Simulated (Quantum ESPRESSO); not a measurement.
## Mg4S2OSe (input and log of a self-consistent run)

A calculation, not a measurement. The program is pw.x of Quantum ESPRESSO 7.5 (plane-wave density functional theory). The cell is made up: 8 atoms on a wurtzite lattice, with randomly drawn elements, strain and displacements, not relaxed. PseudoDojo standard norm-conserving files (v0.5 for PBE, v0.4.1 for LDA and PBEsol) set the functional; there is no spin polarisation, spin-orbit coupling or dispersion term, and the masses in the input are unused placeholders.

Input:

```
&control calculation='scf', pseudo_dir='./dojo.nc.sr.pbe.v0_5.standard.upf', outdir='./o', disk_io='low', tprnfor=.true., tstress=.true. /
&system ibrav=0, nat=8, ntyp=4, nbnd=43, ecutwfc=85.99341389, nosym=.true., tot_charge=0,
 occupations='smearing', smearing='fd', degauss=0.0018374661
/
&electrons conv_thr=7.350e-09, electron_maxstep=60, /
ATOMIC_SPECIES
Mg 1.0 Mg.upf
O 1.0 O.upf
S 1.0 S.upf
Se 1.0 Se.upf
CELL_PARAMETERS angstrom
4.0559 -0.0176 -0.0442
-0.0304 7.0347 0.0463
-0.0722 0.0437 6.6135
ATOMIC_POSITIONS angstrom
Mg -0.0138 -0.0018 0.0377
Mg 2.0006 3.5036 0.0123
Mg 1.9669 1.1761 3.27
Mg -0.031 4.6454 3.3324
S -0.0011 0.0378 2.4511
S 2.045 3.474 2.4877
O 2.0246 1.2437 5.7188
Se -0.0946 4.614 5.7673
K_POINTS automatic
4 4 4 1 1 1
```

The log is shortened where brackets say so; the opening notice, blank lines, dates and the lines on written files are dropped, and the path of the files is cut. It prints rydbergs, bohrs and kilobars, and counts compression as positive stress.

```
     Program PWSCF v.7.5
     Parallel version (MPI & OpenMP), running on       4 processor cores
     Number of MPI processes:                 4
     Threads/MPI process:                     1
     [start-up lines left out]
     bravais-lattice index     =            0
     lattice parameter (alat)  =       7.6651  a.u.
     unit-cell volume          =    1273.1581 (a.u.)^3
     number of atoms/cell      =            8
     number of atomic types    =            4
     number of electrons       =        74.00
     number of Kohn-Sham states=           43
     kinetic-energy cutoff     =      85.9934  Ry
     charge density cutoff     =     343.9737  Ry
     scf convergence threshold =      7.3E-09
     mixing beta               =       0.7000
     number of iterations used =            8  plain     mixing
     Exchange-correlation= PBE
                           (   1   4   3   4   0   0   0)
     [axes and pseudopotential details left out]
   Cartesian axes
     site n.     atom                  positions (alat units)
         1        Mg     tau(   1) = (  -0.0034022  -0.0004438   0.0092945  )
         2        Mg     tau(   2) = (   0.4932228   0.8637686   0.0030324  )
         3        Mg     tau(   3) = (   0.4849145   0.2899527   0.8061774  )
         4        Mg     tau(   4) = (  -0.0076427   1.1452650   0.8215614  )
         5        S      tau(   5) = (  -0.0002712   0.0093191   0.6042879  )
         6        S      tau(   6) = (   0.5041691   0.8564711   0.6133112  )
         7        O      tau(   7) = (   0.4991397   0.3066186   1.4098983  )
         8        Se     tau(   8) = (  -0.0233224   1.1375238   1.4218554  )
     number of k points=    32  Fermi-Dirac smearing, width (Ry)=  0.0018
                       cart. coord. in units 2pi/alat
        k(    1) = (   0.1261668   0.0721092   0.0775657), wk =   0.0625000
        k(    2) = (   0.1278337   0.0711071   0.2309200), wk =   0.0625000
     [further k points left out]
     Dense  grid:   137199 G-vectors     FFT dimensions: (  45,  80,  75)
     Estimated max dynamical RAM per process >     266.65 MB
     Estimated total dynamical RAM >     966.10 MB
     Initial potential from superposition of free atoms
     starting charge      73.9967, renormalised to      74.0000
     Starting wfcs are   41 randomized atomic wfcs +    2 random wfcs
     total cpu time spent up to now is        2.2 secs
     per-process dynamical memory:   193.6 Mb
     Self-consistent Calculation
     iteration #  1     ecut=    85.99 Ry     beta= 0.70
     Davidson diagonalization with overlap
     ethr =  1.00E-02,  avg # of iterations =  6.1
     total cpu time spent up to now is        6.7 secs
     total energy              =    -794.78109839 Ry
     estimated scf accuracy    <       1.22757903 Ry
     iteration #  2     ecut=    85.99 Ry     beta= 0.70
     Davidson diagonalization with overlap
     ethr =  1.66E-03,  avg # of iterations =  5.8
     total cpu time spent up to now is       11.2 secs
     total energy              =    -793.92871606 Ry
     estimated scf accuracy    <       7.53027402 Ry
     iteration #  3     ecut=    85.99 Ry     beta= 0.70
     Davidson diagonalization with overlap
     ethr =  1.66E-03,  avg # of iterations =  4.1
     total cpu time spent up to now is       15.6 secs
     total energy              =    -795.35148413 Ry
     estimated scf accuracy    <       0.38365997 Ry
     iteration #  4     ecut=    85.99 Ry     beta= 0.70
     Davidson diagonalization with overlap
     ethr =  5.18E-04,  avg # of iterations =  2.0
     total cpu time spent up to now is       19.1 secs
     total energy              =    -795.35682302 Ry
     estimated scf accuracy    <       0.08682542 Ry
     iteration #  5     ecut=    85.99 Ry     beta= 0.70
     Davidson diagonalization with overlap
     ethr =  1.17E-04,  avg # of iterations =  2.3
     total cpu time spent up to now is       22.8 secs
     total energy              =    -795.35794183 Ry
     estimated scf accuracy    <       0.01319951 Ry
     [iterations 6 to 7 left out]
     iteration #  8     ecut=    85.99 Ry     beta= 0.70
     Davidson diagonalization with overlap
     ethr =  5.81E-08,  avg # of iterations =  2.9
     total cpu time spent up to now is       35.1 secs
     total energy              =    -795.36072942 Ry
     estimated scf accuracy    <       0.00000306 Ry
     iteration #  9     ecut=    85.99 Ry     beta= 0.70
     Davidson diagonalization with overlap
     ethr =  4.14E-09,  avg # of iterations =  2.4
     total cpu time spent up to now is       38.9 secs
     total energy              =    -795.36072995 Ry
     estimated scf accuracy    <       0.00000047 Ry
     iteration # 10     ecut=    85.99 Ry     beta= 0.70
     Davidson diagonalization with overlap
     ethr =  6.32E-10,  avg # of iterations =  3.0
     total cpu time spent up to now is       42.6 secs
     total energy              =    -795.36073007 Ry
     estimated scf accuracy    <       0.00000004 Ry
     iteration # 11     ecut=    85.99 Ry     beta= 0.70
     Davidson diagonalization with overlap
     ethr =  5.99E-11,  avg # of iterations =  2.4
     total cpu time spent up to now is       46.3 secs
     total energy              =    -795.36073007 Ry
     estimated scf accuracy    <       0.00000002 Ry
     iteration # 12     ecut=    85.99 Ry     beta= 0.70
     Davidson diagonalization with overlap
     ethr =  2.98E-11,  avg # of iterations =  3.0
     total cpu time spent up to now is       50.0 secs
     End of self-consistent calculation
     [lines on levels left out]
!    total energy              =    -795.36073008 Ry
     estimated scf accuracy    <          1.4E-09 Ry
     smearing contrib. (-TS)   =       0.00000000 Ry
     internal energy E=F+TS    =    -795.36073008 Ry
     The total energy is F=E-TS. E is the sum of the following terms:
     one-electron contribution =    -610.91636544 Ry
     hartree contribution      =     302.88955308 Ry
     xc contribution           =    -132.82743128 Ry
     ewald contribution        =    -354.50648644 Ry
     convergence has been achieved in  12 iterations
     Forces acting on atoms (cartesian axes, Ry/au):
     atom    1 type  1   force =    -0.00595251    0.06134804   -0.05601024
     atom    2 type  1   force =     0.00623674   -0.08789083   -0.00411667
     atom    3 type  1   force =     0.01518462   -0.00224586    0.06552308
     atom    4 type  1   force =     0.01098667    0.00921682   -0.03831479
     atom    5 type  3   force =    -0.01209665   -0.01478856    0.01176284
     atom    6 type  3   force =    -0.01338276    0.00964123   -0.00534549
     atom    7 type  2   force =     0.00047397   -0.01019395    0.00744954
     atom    8 type  4   force =    -0.00145008    0.03491311    0.01905172
     Total force =     0.153190     Total SCF correction =     0.000147
     Computing stress (Cartesian axis) and pressure
          total   stress  (Ry/bohr**3)                   (kbar)     P=      -32.94
  -0.00015696   0.00006626   0.00003687          -23.09        9.75        5.42
   0.00006626  -0.00030174  -0.00004473            9.75      -44.39       -6.58
   0.00003687  -0.00004473  -0.00021304            5.42       -6.58      -31.34
     init_run     :      2.06s CPU      2.13s WALL (       1 calls)
     electrons    :     47.68s CPU     47.85s WALL (       1 calls)
     forces       :      0.65s CPU      0.66s WALL (       1 calls)
     stress       :      2.17s CPU      2.17s WALL (       1 calls)
     [timing details left out]
     PWSCF        :     52.63s CPU     52.94s WALL
     JOB DONE.
```

In other units: free energy -10821.434 eV for the cell, pressure -3.29 GPa, largest force component 2.260 eV/Å. A rerun of this cell at 1467 eV and a 6 x 6 x 6 mesh moved values by no more than 0.007 eV in energy, 0.08 GPa in stress and 0.011 eV/Å in force.